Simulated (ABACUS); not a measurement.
## Parameter sweep on Se (R-3, 6 atoms in the cell; from Materials Project mp-147)

```
CELL_PARAMETERS angstrom
      5.65533     3.26510     1.61317
     -5.65533     3.26510     1.61317
      0.00000    -6.53021     1.61317
ATOMIC_POSITIONS crystal
  Se 0.84914 0.72591 0.09273
  Se 0.15086 0.27409 0.90727
  Se 0.09273 0.84914 0.72591
  Se 0.90727 0.15086 0.27409
  Se 0.72591 0.09273 0.84914
  Se 0.27409 0.90727 0.15086
```

Base run A: PBEsol, PseudoDojo 0.4 standard norm-conserving PBEsol (tails mended) pseudopotentials in ABACUS, self-consistent single point.

Its settings: KPT = Gamma 3 3 3 0 0 0; basis_type = pw; dft_functional = PBESOL; ecutwfc = 86 Ry; smearing_method = gaussian; smearing_sigma = 0.00367493 Ry; potentials = PseudoDojo 0.4 standard norm-conserving PBEsol (tails mended); symmetry = 1; symmetry_prec = 1e-05; ks_solver = dav_subspace; scf_nmax = 100; scf_thr = 1.0e-09 Ry; mixing_type = broyden; mixing_beta = 0.4.

The structure comes from a collection of computed structures, made at another level of theory; the collection holds predicted forms beside known ones.

ΔF is the free energy per atom less that of run A. 

| run | change | ΔF (meV/atom) | pressure (GPa) | largest force (eV/Å) |
|---|---|---|---|---|
| A | base | 0.00 | -0.77 | 0.221 |
| B | volume scaled by 0.94 | 9.0 | 2.55 | 0.960 |
| C | volume scaled by 0.96 | 1.82 | 1.32 | 0.689 |
| D | volume scaled by 0.98 | -1.03 | 0.22 | 0.441 |
| E | volume scaled by 0.99 | -0.97 | -0.29 | 0.326 |
| F | volume scaled by 1.01 | 1.84 | -1.22 | 0.136 |
| G | volume scaled by 1.02 | 4.5 | -1.65 | 0.113 |
| H | volume scaled by 1.04 | 12.1 | -2.45 | 0.256 |
| I | volume scaled by 1.06 | 22.5 | -3.15 | 0.435 |

Run E against A: The free energy hardly moves (within 1 meV/atom), the pressure goes from -0.77 to -0.29 GPa and the largest force goes from 0.221 to 0.326 eV/Å.

Run H against A: The free energy goes up by 12.1 meV/atom, the pressure goes from -0.77 to -2.45 GPa and the largest force goes from 0.221 to 0.256 eV/Å.

“Tails mended”: in these copies of the files the far tail of each local potential was reset to the Coulomb form.
